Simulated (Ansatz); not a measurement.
Relaxed-ion elastic tensor of SrRh₂ (cubic Laves (MgCu2 type), Fd-3m) in GPa (Voigt order), DFT-PBEsol in the program Ansatz with PAW potentials; density 8.80 g/cm³, 18.45 Å³ per atom.

```
      1     2     3     4     5     6
-  ----  ----  ----  ----  ----  ----
1   175  99.5  99.5   0.0   0.0   0.0
2  99.5   175  99.5   0.0   0.0   0.0
3  99.5  99.5   175   0.0   0.0   0.0
4   0.0   0.0   0.0  50.7   0.0   0.0
5   0.0   0.0   0.0   0.0  50.7   0.0
6   0.0   0.0   0.0   0.0   0.0  50.7
```

### Question
Is the crystal mechanically stable?

### Answer
Yes: the smallest eigenvalue of C is 50.7 GPa.

### Question
Work out the Voigt, Reuss and Hill averages.

### Answer
K_V = 125, K_R = 125, K_H = 125; G_V = 45.4, G_R = 44.4, G_H = 44.9 GPa.

### Question
Give Young's modulus, Poisson's ratio, Pugh's ratio and the universal anisotropy index.

### Answer
E = 9KG/(3K + G) = 120 GPa; ν = 0.34; K/G = 2.77 (ductile by the Pugh limit of 1.75); A_U = 5G_V/G_R + K_V/K_R − 6 = 0.11.

### Question
Estimate the sound speeds and the Debye temperature.

### Answer
v_l = √((K + 4G/3)/ρ) = 4580 m/s, v_t = √(G/ρ) = 2260 m/s, mean 2540 m/s; Θ = (h/k)(3n/4πV)^(1/3) v_m = 286 K.

### Question
Give the Zener ratio and Young's modulus along [100], [110] and [111].

### Answer
A = 2C44/(C11 − C12) = 1.35; 1/E = S11 − 2(S11 − S12 − S44/2)Γ with Γ = 0, 1/4, 1/3 gives 102, 124, 134 GPa.

### Question
Solve the Christoffel equation for the three sound speeds along [100], [110], [111].

### Answer
Eigenvalues of C_ijkl n_j n_l equal ρv². In km/s, slowest first: [100] 2.40, 2.40, 4.45; [110] 2.06, 2.40, 4.62; [111] 2.18, 2.18, 4.67.

The workflow started from an entry of the Crystallography Open Database (COD). Whether it is the stable phase at ambient conditions was not checked. The cell was relaxed with PBEsol under the symmetry of its start; its stability against distortions is not shown here. The run is not spin-polarised. As this level gives no gap, shear constants depend on the k-mesh and smearing (Fermi–Dirac, 0.1 eV here).

Potentials: the later of the program's two PAW sets.
